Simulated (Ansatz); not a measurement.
Theory: Ansatz, DFT PBE, scalar-relativistic, plane waves, PAW. Settings: cutoff 420 eV, Γ-centred meshes spaced at most about 0.3 Å⁻¹, and about 0.25 Å⁻¹ or finer for metals (2π included), Gaussian smearing. No spin polarisation in the final relaxations.

Temperature and zero-point effects are left out.

Two relaxed structures of Li2H:

1.

```
Li H
1.0
     2.79793    0.00000    0.00000
    -1.39897    2.42308    0.00000
     0.00000    0.00000    5.21044
Li H
2 1
Direct
  0.66667 0.33333 0.76037
  0.66667 0.33333 0.23963
  0.00000 0.00000 0.00000
```

2.

```
Li H
1.0
     2.82288    0.00000    0.00000
     0.00000    4.17714    0.00000
     0.00000    0.00000    5.98465
Li H
4 2
Direct
  0.50000 0.00000 0.39330
  0.00000 0.50000 0.14680
  0.50000 0.00000 0.85320
  0.00000 0.50000 0.60670
  0.50000 0.50000 0.38981
  0.00000 0.00000 0.61019
```

Question: Which is lower in energy, and by how much?

Answer: Cell 2 is lower, by 60 meV/atom. Cell 1 has space group P-6m2 (No. 187), 11.8 Å³/atom and no gap on its mesh; cell 2 has space group Pmmn (No. 59), 11.8 Å³/atom and no gap. Counting H atoms around Li (those within 1.25 times the shortest such distance or 1.15 times the sum of covalent radii; a slash parts the counts of unlike sites), cell 1 has Li 3 and cell 2 has Li 2/4. Both come from invented guesses.

With hydrogen, zero-point motion can shift such differences by 10 meV/atom or more. A magnetic state wasn't ruled out in cells without spin, among them P-6m2. Cells relaxed within their symmetry can be saddle points. The Pmmn cell of Li2H came from shaking the P-6m2 one.
